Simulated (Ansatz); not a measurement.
An Ansatz (a program for electronic structure) run. Input:

Ansatz 0.2 input:
```yaml
crystal:
  lattice:
    - [3.1784762581, 0.0, 0.0]
    - [-1.589238129, 2.7526411848, 0.0]
    - [0.0, 0.0, 7.0675489526]
  atoms:
    - { symbol: Nb, position: [0.3333333333, 0.6666666667, 0.7205495871] }
    - { symbol: Nb, position: [0.3333333333, 0.6666666667, 0.2794504129] }
    - { symbol: Ge, position: [0.0, 0.0, 0.0] }
    - { symbol: B, position: [0.0, 0.0, 0.5] }
    - { symbol: B, position: [0.6666666667, 0.3333333333, 0.5] }
kpoints:
  mp_grid: { grid: [15, 15, 6] }
hamiltonian:
  xc: r2scan
  pseudopotentials: { azcp: { folder: ./paw }, kind: paw }
scf:
  occupations: { method: gaussian, width: 0.05 }
checkpoint: { read: metal.run }
output: { write_density: true, elf: true, volumetric_format: npy }
basis: { fft_grid_basis: typed }
```

Output (shortened):

```
Pseudopotential: Nb, paw, valence charge 13
Pseudopotential: Ge, paw, valence charge 14
Pseudopotential: B, paw, valence charge 3
Functional definition: r2SCAN
Crystal: 5 atoms, lattice volume = 61.835 Å³
Basis set: ecut = 500 eV, 1555 PW (Γ), exchange–correlation on 96×96×216 points (64 copies of the dense FFT grid, shifted against one another)
Bands: 33, of which v1, the nominal top of the filled ones, is band 23 counted from 1 (22 counted from 0)
Symmetry: 12 space group operations
Space group: P-6m2 (ITA 187), of the structure as read, at distance tolerance 4.0e-5 Å
k-points: 108 of 1350 (time reversal used)
Stability of the state it starts from, as read at its close in the unpolarized treatment …
iter 1 solved again at ethr=2.64e-8 eV; its pass at ethr=3.10e-3 eV (dr2=1.22e-5 eV) is discarded
SCF iter   1: F=—  HF=-13746.655307 eV  |F-HF|=—  |Δ(HF+E_count)|=         —  Δρ=1.85e-7  dr2=2.68e-11  dr2_τ=1.40e-12  ethr=2.64e-8  ⟨swp⟩=3.3  Hψ=26016  notcnv=0
preconditioner: auto → Kerker (q_TF=auto, 2.597 Å⁻¹)
SCF iter   2: F=-13746.655307 eV  HF=-13746.655307 eV  |F-HF|=0.00e0  |Δ(HF+E_count)|=   8.87e-9  Δρ=9.56e-8  dr2=6.89e-12  dr2_τ=1.69e-12  ethr=1.00e-12  ⟨swp⟩=6.0  Hψ=11204  notcnv=0
SCF 1 converged in 2 iterations: F = -13746.655307 eV  dr2 = 6.89e-12
SCF converged after 2 iterations
Free energy (F): -13746.655307 eV
Harris-Foulkes:  -13746.655307 eV  (|F-HF|=0.00e0)
Internal energy: -13746.652620 eV  (E = F + TS)
E sigma→0 (E₀):  -13746.653963 eV
Entropy (-TS):   -0.002687 eV (-0.537 meV/atom)
Fermi energy:    16.774022 eV
--- Per-component energies (eV) ---
  E_band       = -196.103288
  E_kinetic    = 939.655635
  E_local      = -3205.025391  (includes V_loc(G=0)·N_el)
  E_nonlocal   = 420.281374
  E_hartree    = 1379.861379
  E_xc         = -452.130729
  E_vxc        = -600.754636  (∫ρ·V_xc dr)
  E_paw        = -8383.296703  (= ΣΔE_a)
  E_vpaw       = -545.592938  (= ΣTr[D̂ρ^β])
  E_aug_tail   = 0.000047  (compensation charges beyond the density's cutoff)
  E_vtau       = 35.609855  (kinetic-family band-sum trace: ∫τ·v_τ [+ j·A + Jᵃ·Aᵃ] dr)
  E_ewald      = -4444.490727
  E_core_change = -1.507506  (= ΣΔE_core)
  E_smearing   = -0.002687  (= −TS)
  E_closure    =  0.000000  (closes the sum)
  Σ components = -13746.655307   (vs F -13746.655307, Δ=0.00e0)
  [band-id]    e_kinetic+e_local+e_nonlocal+2·e_hartree+e_vxc+e_vpaw+e_augmentation_tail+e_vtau = -196.103296   (vs E_band -196.103288, Δ=-7.79e-6)
--- Band table (eV; the first three rows and the last of 108) ---
  k-point 0: bands = ["-40.1582", "-40.1314", "-15.8972", "-15.5436", "-15.2379", "-15.2379", "-15.2062", "-15.2062", "-8.2310", "-8.2310", "-8.1650", "-8.1623", "-8.1623", "3.1556", "5.8668", "9.1799", "13.1556", "13.1556", "13.4632", "15.1006", "15.8626", …
  k-point 1: bands = ["-40.1579", "-40.1317", "-15.8887", "-15.5527", "-15.2377", "-15.2377", "-15.2064", "-15.2064", "-8.2310", "-8.2310", "-8.1650", "-8.1623", "-8.1623", "3.2204", "5.6798", "9.4522", "13.1656", "13.1656", "13.1946", "15.2167", "15.9006", …
  k-point 2: bands = ["-40.1572", "-40.1324", "-15.8704", "-15.5724", "-15.2371", "-15.2371", "-15.2070", "-15.2070", "-8.2309", "-8.2309", "-8.1650", "-8.1623", "-8.1623", "3.3723", "5.3221", "10.0462", "12.6131", "13.1860", "13.1860", "15.4205", "15.9941", …
  k-point 107: bands = ["-40.0765", "-40.0535", "-15.7123", "-15.6726", "-15.6671", "-15.6294", "-15.6156", "-15.4573", "-8.2015", "-8.2011", "-8.1794", "-8.1703", "-8.1245", "7.0029", "7.0109", "8.8807", "9.7980", "12.4729", "13.2014", "13.2669", "13.3005", …
```

Cost: very roughly 17 core-seconds on shared cores.

The start of the workflow was typed in or built on a structure type; neither database checked (COD, Materials Project) lists it. Its standing as an ambient phase is unchecked. The cell was relaxed with r²SCAN under the symmetry of its start; whether a distortion lowers the energy is not shown. No spin polarisation was allowed. Spin–orbit coupling is left out wherever it is not named.

Potentials: the earlier of the program's two PAW sets. The files were generated under PBE; for other functionals the program regenerates the frozen cores, and for LDA and PBEsol the local potential too.

Ansatz is a plane-wave DFT program.
